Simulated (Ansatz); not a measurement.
# InB3As4 (ordering on zincblende) by several functionals

All numbers come from the plane-wave code Ansatz. No magnetic order. The prototype was imposed, so other structures may be more stable.

Structure: InB3As4, ordered on the zincblende lattice (P-43m) with 8 atoms a cell, at its r2SCAN minimum. Space group P-43m (No. 215), cubic; conventional cell a = 5.157 Å, 17.14 Å³ an atom. Around B lie 4 As at 2.17 Å; around As lie 3 B at 2.17 Å and 1 In at 2.44 Å; around In lie 4 As at 2.44 Å.

```
B As In
1.0
     5.15680    0.00000    0.00000
     0.00000    5.15680    0.00000
     0.00000    0.00000    5.15680
B As In
3 4 1
Direct
  0.50000 0.00000 0.00000
  0.00000 0.50000 0.00000
  0.00000 0.00000 0.50000
  0.77350 0.22650 0.22650
  0.22650 0.77350 0.22650
  0.22650 0.22650 0.77350
  0.77350 0.77350 0.77350
  0.50000 0.50000 0.50000
```

Relaxed lattice by functional, symmetry kept:
```json
{"functional": "PBE", "k mesh": "6×6×6", "a (Å)": "5.189", "volume (Å³/atom)": "17.46"}
{"functional": "r2SCAN", "k mesh": "4×4×4", "a (Å)": "5.157", "volume (Å³/atom)": "17.14"}
```

Band edges at fixed r2SCAN geometry:
```
  level  k mesh  gap (eV)    kind  edges  least direct gap (eV)
    PBE   6×6×6         0       –      –                      –
PBE+SOC   6×6×6         0       –      –                      –
 r2SCAN   6×6×6      0.07  direct      Γ                   0.07
  HSE06   4×4×4      0.51  direct      Γ                   0.51
```
All runs use a smearing of 0.02 eV.
Wave cutoffs: 420 eV, 500 eV (r2SCAN). Gaps under 0.1 eV (r2SCAN) can't be told from a closed one: the bands may be in normal order or already inverted, which a gap's size doesn't show.

With HSE06 the gap is 0.51 eV and direct, at Γ. PBE+SOC gives a gap of zero: filled and empty bands touch at Γ. With so small a gap spin-orbit coupling can invert the bands, which the size of the gap doesn't show: the edges may have crossed and parted again.

The levels disagree on the kind of gap: direct with r2SCAN, HSE06; zero gap with PBE, PBE+SOC.

Only the levels marked +SOC include spin-orbit coupling.

The meshes of the hybrids are coarse, so their gaps aren't converged to the digits shown.
